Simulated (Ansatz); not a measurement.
CdHgSe2:
Space group P-4m2 (No. 115); a = b = 4.3227 Å, c = 6.0960 Å, α = β = γ = 90.00°

```json
[
 {"atom": "Cd", "site": "1c", "symmetry": "-4m2", "x": "0.5000", "y": "0.5000", "z": "0.5000"},
 {"atom": "Hg", "site": "1a", "symmetry": "-4m2", "x": "0.0000", "y": "0.0000", "z": "0.0000"},
 {"atom": "Se", "site": "2g", "symmetry": "2mm.", "x": "0.0000", "y": "0.5000", "z": "0.2528"}
]
```

This is the PBEsol-relaxed structure.

**Question.** All from PBEsol (plane waves, PAW; program Ansatz), unless another level is named. Predict the electronic character.

**Answer.** no gap, with almost no states at the Fermi level (zero-gap or semimetallic).

**Question.** And the formation energy from the elements (no fitted shifts)?

**Answer.** -383 meV/atom.

**Question.** Give the HSE06 gap on the PBEsol cell.

**Answer.** 0.66 eV (a hybrid on a coarse mesh can open a false gap in a semimetal).

**Question.** Next, the gap with spin–orbit coupling?

**Answer.** none (metallic).

The first step of the workflow began from a Materials Project structure, measured or hypothetical; the Crystallography Open Database copy checked does not list it. With Cd and Hg taken as one species the cell has the higher symmetry F-43m, so it may be an ordered model of a mixed-site phase. Its standing as an ambient phase is unchecked. Symmetry was held in the PBEsol relaxation; of distortions, only those at the zone centre were tested. The references are the lowest solids computed at this level, not always the standard phases. Scalar-relativistic: spin–orbit coupling is off unless named, which matters more the heavier the elements.

Potentials: the later of the program's two PAW sets.
